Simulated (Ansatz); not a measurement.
BRh:
```yaml
crystal:
  lattice:
    - [3.35426, 0.00000, 0.00000]
    - [-1.67713, 2.90488, 0.00000]
    - [0.00000, 0.00000, 4.09045]
  atoms:
    - { symbol: B, position: [0.00000, 0.00000, 0.00000] }
    - { symbol: B, position: [0.00000, 0.00000, 0.50000] }
    - { symbol: Rh, position: [0.66667, 0.33333, 0.75000] }
    - { symbol: Rh, position: [0.33333, 0.66667, 0.25000] }
```

Relaxed with PBEsol. Special points in fractions of this cell's reciprocal vectors: Γ (0.000, 0.000, 0.000); M (0.500, 0.000, 0.000); K (0.333, 0.333, 0.000); A (0.000, 0.000, 0.500); L (0.500, 0.000, 0.500); H (0.333, 0.333, 0.500).

List the band energies nearest the Fermi level at these points for PBEsol with spin–orbit coupling (plane waves, PAW; program Ansatz).

In eV from the Fermi level; about four levels below and three above (degenerate sets whole), none deeper than 8.9 eV; points with the same levels are listed once.

```json
[
 {"k": "Γ", "below": "-2.79 -2.79 -2.27 -2.27", "above": "0.07 0.07 5.82 5.82"},
 {"k": "M", "below": "-0.69 -0.69 -0.33 -0.33", "above": "1.31 1.31 3.36 3.36"},
 {"k": "K", "below": "-0.73 -0.73 -0.62 -0.62", "above": "1.10 1.10 4.78 4.78"},
 {"k": "A", "below": "-1.69 -1.69 -1.69 -1.69", "above": "4.64 4.64 4.64 4.64"},
 {"k": "L", "below": "-1.79 -1.79 -1.79 -1.79", "above": "0.92 0.92 0.92 0.92"},
 {"k": "H", "below": "-1.86 -1.86 -1.82 -1.82", "above": "0.98 0.98 1.22 1.22"}
]
```

Space group P6_3/mmc (NiAs type). The first step of the workflow began from a Materials Project structure, measured or hypothetical; the Crystallography Open Database copy checked does not list it. Whether it is the stable phase at ambient conditions was not checked. The PBEsol relaxation kept the symmetry of its start; its stability against distortions is not shown here. The run is not spin-polarised.

Potentials: the later of the program's two PAW sets.
